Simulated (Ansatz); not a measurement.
The relaxed structure here is a generated cell of SrTiO3: the first start was made by placing the elements on the sites of a structure type, and the end was not matched to a known phase here, so it may be hypothetical. Known forms of SrTiO3 include space group No. 221.

The end point of a relaxation of SrTiO₃. The numbers are results of PBEsol (plane waves to 420 eV, PAW, scalar-relativistic; Ansatz, a program for electronic structure), not measurements.

```xyz
10
Lattice="2.7524 1.5891 4.4813 -2.7524 1.5891 4.4813 0.0000 -3.1782 4.4813" Properties=species:S:1:pos:R:3 pbc="T T T"
Sr     0.0000     0.0000     3.3610
Sr     0.0000     0.0000    10.0830
Ti     0.0000     0.0000     0.0000
Ti     0.0000     0.0000     6.7220
O     -0.1479     1.5891     7.8423
O     -1.3022    -0.9227     7.8423
O      1.4502    -0.6664     7.8423
O      0.1479    -1.5891     5.6017
O      1.3022     0.9227     5.6017
O     -1.4502     0.6664     5.6017
```

Task: Find the space group and the Wyckoff positions (tolerance 0.01 Å).

Result: Space group R-3c, hexagonal axes (No. 167); a = 5.5048 Å, b = 5.5048 Å, c = 13.4440 Å, α = 90.00°, β = 90.00°, γ = 120.00°

```
atom  site  symmetry       x       y       z
----  ----  --------  ------  ------  ------
Sr      6a        32  0.0000  0.0000  0.2500
Ti      6b       -3.  0.0000  0.0000  0.0000
O      18e        .2  0.5269  0.5269  0.2500
```

This is the AFLOW prototype ABC3_hR10_167_a_b_e (as in LiNbO3).

Task: Give the shortest distances between elements (the closest pairs, up to four, under 3.6 Å).

Result: O–Ti 1.95 Å; O–Sr 2.60 Å; O–O 2.75 Å; Sr–Ti 3.36 Å.

| Property | Value |
|---|---|
| Volume per atom | 11.76 Å³ |
| Band gap | 2.00 eV, direct within 0.03 eV (at Γ) (no spin-orbit coupling) |
| Smallest direct gap | 2.00 eV at Γ |

No spin polarisation in the result.

The run could not lose the symmetry of its start, so the end can be a saddle point.
